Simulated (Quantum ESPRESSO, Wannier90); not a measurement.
# Wannierisation of SrGa$_{2}$ (P6/mmm)

```xyz
3
Lattice="4.3079 0.0000 0.0000 -2.1539 3.7307 0.0000 0.0000 0.0000 4.8005" Properties=species:S:1:pos:R:3 pbc="T T T"
Sr     0.0000     0.0000     0.0000
Ga     2.1539    -1.2436     2.4003
Ga    -2.1539     1.2436     2.4003
```

Cell from Materials Project (mp-182), symmetrised, no further relaxation. Not found in the COD (Crystallography Open Database) copy used; not checked further. Computed values, not measurements, from LDA: Quantum ESPRESSO (norm-conserving PseudoDojo potentials, cutoff 64 Ry, no spin polarisation, no spin-orbit coupling) on a Γ-centred 6×6×6 mesh, then Wannier90. Density: 12×12×10 mesh, cold smearing 0.01 Ry.

Energies are relative to the Fermi level.

**Bands.** No gap over 0.05 eV opens at the Fermi level at this level of theory. 3 filled groups are cut off by gaps; the highest, bands 5–14, spans -14.82 to -14.12 eV and is Ga 3d 100 %.

**Model.** 17 functions (Sr spd, Ga sp) from bands 15-41, frozen to 1.50 eV, reach Ω_I = 27.47 Å² and follow pw.x to 7.6 meV rms (states up to 1.0 eV relative to the Fermi level).

**Frozen window.** Edge, Ω_I and misfit go 1.5 eV, 27.47 Å², 7.6 meV; 2.5 eV, 27.86 Å², 4.7 meV; 3.5 eV, 28.41 Å², 3.9 meV. Ω_I never falls as the edge rises, since each frozen state takes freedom from the choice of the smoothest subspace.

**No window.** Without a frozen window Ω_I drops to 26.82 Å² while the misfit grows to 201 meV: a small spread is no proof of good bands.

**Outer window.** The setting "outer window to 15.37 eV" raises Ω_I to 33.29 Å², as fewer states are left to mix in, and the misfit goes to 7.2 meV.

**Stops.** With the outer window to 12.37 eV the program stops (Energy window contains fewer states than number of target WFs).
